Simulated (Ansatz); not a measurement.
The start is a randomly generated symmetric cell of Si (space group No. 123). Cell shape, volume and atoms are optimised at zero target pressure with PBEsol (plane waves to 420 eV, PAW, scalar-relativistic; Ansatz, an electronic-structure program). The first steps use a coarse 12×12×6 k-mesh.

Starting cell:
```
CELL_PARAMETERS angstrom
      1.94620     0.00000     0.00000
      0.00000     1.94620     0.00000
      0.00000     0.00000     4.09125
ATOMIC_POSITIONS crystal
  Si 0.00000 0.00000 0.50000
```

* **Energy released**: 3.49 eV/atom
* **Shortest distances (start → end)**: The closest pairs of elements (up to four, under 3.6 Å), start → end: Si–Si 1.95 → 2.51 Å
* **Band gap at the end**: zero (metallic)
* **Optimiser moves**: 20

Final structure:

Space group Pm-3m (No. 221); a = b = c = 2.5146 Å, α = β = γ = 90.00°

```csv
atom,site,symmetry,x,y,z
Si,1a,m-3m,0.0000,0.0000,0.0000
```

Final values are on a 18×18×18 k-mesh of the relaxed cell. No spin polarisation in the result.

The run could not lose the symmetry of its start, so the end can be a saddle point.

The relaxed structure here is a generated cell of Si: the first start was made by a random draw of sites in a space group, and the end was not matched to a known phase here, so it may be hypothetical. Known forms of Si include space group No. 227.
